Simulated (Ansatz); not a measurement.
The relaxed structure here is a generated cell of Ir: the first start was made by placing the elements on the sites of a structure type, and the end was not matched to a known phase here, so it may be hypothetical. Known forms of Ir include space group No. 225.

A relaxed cell of Ir (Fd-3m (No. 227)), relaxed on a k-mesh at least as fine as the one used below. Calculation: r2SCAN (plane waves to 500 eV, PAW, scalar-relativistic; Ansatz, a program for electronic structure). Γ-centred k-mesh 10×5×10 on the run's cell (coarser than for final values), Fermi–Dirac smearing 0.05 eV.

```yaml
crystal:
  lattice:
    - [0.00000, 2.76303, 2.76303]
    - [5.52606, 0.00000, 5.52606]
    - [2.76303, 2.76303, 0.00000]
  atoms:
    - { symbol: Ir, position: [0.75000, 0.37500, 0.75000] }
    - { symbol: Ir, position: [0.75000, 0.87500, 0.75000] }
    - { symbol: Ir, position: [0.50000, 0.25000, 0.50000] }
    - { symbol: Ir, position: [0.50000, 0.75000, 0.50000] }
```

The atoms are displaced by (Å):

| atom | ux | uy | uz |
|---|---|---|---|
| Ir1 | -0.161 | 0.046 | -0.209 |
| Ir2 | 0.028 | 0.078 | 0.148 |
| Ir3 | 0.069 | 0.052 | 0.018 |
| Ir4 | 0.005 | -0.003 | 0.045 |

Task: What forces (eV/Å) and pressure result?

Result: 
| atom | Fx | Fy | Fz |
|---|---|---|---|
| Ir1 | 5.01 | 1.88 | 5.18 |
| Ir2 | -0.57 | -0.75 | -1.98 |
| Ir3 | -3.51 | -3.30 | -3.62 |
| Ir4 | -0.93 | 2.17 | 0.42 |

Pressure +7.3 GPa.

Task: Estimate the energy cost of the displacement in the harmonic approximation and compare with the calculation.

Result: For a harmonic well ΔE = −½ Σ F·u = 1.319 eV a cell, or 330 meV/atom. The calculated energy relative to the undisplaced cell is +0.31 eV/atom, so the harmonic estimate holds well.

No spin polarisation in the result.

The run that gave the undisplaced cell could not lose the symmetry of its start, so the end can be a saddle point.
